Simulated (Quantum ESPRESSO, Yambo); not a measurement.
**Levels of theory for the gap of CdI₂**

CdI2 (CdI2 type, space group P-3m1, No. 164): one geometry, one set of PBEsol (pw.x of Quantum ESPRESSO, ONCV potentials, no spin-orbit coupling) orbitals, self-energies from Yambo (3×3×2 Γ-centred k mesh, bands 5 to 211 and a 8 Ry block in the screening, 211 bands in G with the Bruneval-Gonze terminator, plasmon pole fitted at 27.2 eV).

Cell and atoms were relaxed with PBE+D3(BJ) from Materials Project entry mp-567259, within its symmetry.

```tsv
level	gap A → Γ (eV)	direct gap at Γ (eV)	rough Yambo cost
PBEsol (Quantum ESPRESSO)	2.32	2.44	–
exchange only (Hartree-Fock self-energy on PBEsol orbitals)	9.20	9.15	about 1/20 (8 states)
static COHSEX@PBEsol	4.21	4.41	about 1/3 (3 states)
G0W0@PBEsol, plasmon pole	3.67	3.77	1 (8 states)
```

Bare exchange has no screening and gives the widest gap; static COHSEX screens it but leaves out the frequency dependence, which G0W0 restores. The mesh misses a band edge: along a dense path the PBEsol gap is 2.24 eV against 2.32 eV on the mesh. All rows use the PBEsol edge points; in the exchange only run other k points give a smaller gap, 9.12 eV.

Costs are rough ratios of core time on shared machines.

Nearest settings tried, and what they do to the gap: 133 bands in G: -2 meV; 133 bands in W, 133 bands in G: -0 meV; 3 Ry block (73 vectors against 299): -156 meV. Not varied: mesh. So the settings aren't converged at that level. The k mesh is coarse.

Spin-orbit coupling is left out, which matters for elements this heavy: edges can move by tenths of an eV.
